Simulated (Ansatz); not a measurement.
Method: DFT PBE, scalar-relativistic, plane waves, PAW in Ansatz 0.2.0. All cells share a 420 eV cutoff and Γ-centred k meshes spaced at most about 0.3 Å⁻¹ (about 0.25 or finer for metals, 2π included). Collinear spin in cells that started with moments and kept them past the coarse steps, no spin elsewhere.

All energies are static (0 K, no zero-point motion).

Two forms of Ba₂ZrO₃ were relaxed alike.

A. (site moments Zr 1.3; O -0.2 (×3) μB)

```cif
data_structure
_symmetry_space_group_name_H-M 'P6/mmm'
_symmetry_Int_Tables_number 191
_cell_length_a 6.8320
_cell_length_b 6.8320
_cell_length_c 3.4167
_cell_angle_alpha 90.000
_cell_angle_beta 90.000
_cell_angle_gamma 120.000
_cell_volume 138.11
loop_
_atom_site_label
_atom_site_type_symbol
_atom_site_symmetry_multiplicity
_atom_site_Wyckoff_symbol
_atom_site_fract_x
_atom_site_fract_y
_atom_site_fract_z
_atom_site_occupancy
Ba1 Ba 2 c 0.66667 0.33333 0.00000 1
Zr1 Zr 1 a 0.00000 0.00000 0.00000 1
O1 O 3 g 0.00000 0.50000 0.50000 1
```

B. (no spin)

```cif
data_structure
_symmetry_space_group_name_H-M 'P4/mmm'
_symmetry_Int_Tables_number 123
_cell_length_a 3.1102
_cell_length_b 3.1102
_cell_length_c 9.6717
_cell_angle_alpha 90.000
_cell_angle_beta 90.000
_cell_angle_gamma 90.000
_cell_volume 93.56
loop_
_atom_site_label
_atom_site_type_symbol
_atom_site_symmetry_multiplicity
_atom_site_Wyckoff_symbol
_atom_site_fract_x
_atom_site_fract_y
_atom_site_fract_z
_atom_site_occupancy
Ba1 Ba 2 h 0.50000 0.50000 0.33139 1
Zr1 Zr 1 c 0.50000 0.50000 0.00000 1
O1 O 2 g 0.00000 0.00000 0.86721 1
O2 O 1 b 0.00000 0.00000 0.50000 1
```

Question: Which is lower in energy, and by how much?

Answer: B is lower, by 0.96 eV/atom. A has space group P6/mmm (No. 191), 23.0 Å³/atom and no gap on its mesh; B has Ba and Zr ordered on caesium chloride sites, space group P4/mmm (No. 123), 15.6 Å³/atom and no gap. Counting O atoms around Ba and Zr (those within 1.25 times the shortest such distance or 1.15 times the sum of covalent radii; the shortest distance is added where it is long for a bond), A has Ba 6, Zr 12 from 3.8 Å and B has Ba 8, Zr 8. Their magnetic states differ too. The denser one is the lower, and pressure would at first widen the difference. In A, around Ba lie 6 O at 2.61 Å, 2 Ba at 3.42 Å, 3 Ba at 3.94 Å and 3 Zr at 3.94 Å; Zr has 2 Zr at 3.42 Å, 12 O at 3.82 Å and 6 Ba at 3.94 Å; O is surrounded by 4 Ba at 2.61 Å, 6 O at 3.42 Å and 4 Zr at 3.82 Å. In B, Ba has 4 O at 2.74 Å, 4 O at 2.92 Å, 5 Ba at 3.11–3.26 Å and 1 Zr at 3.21 Å; Zr is surrounded by 8 O at 2.55 Å, 4 Zr at 3.11 Å and 2 Ba at 3.21 Å; O on a site of symmetry 4mm is surrounded by 4 Zr at 2.55 Å, 1 O at 2.57 Å, 4 Ba at 2.92 Å, 4 O at 3.11 Å and 1 O at 3.55 Å; 1 more site not described. Both come from invented guesses.

A magnetic state wasn't ruled out in cells without spin, among them P4/mmm. The magnetic state reached may not be the lowest. Cells relaxed within their symmetry can be saddle points. Some candidate types were left out of the draw beforehand, so a known form may be missing.
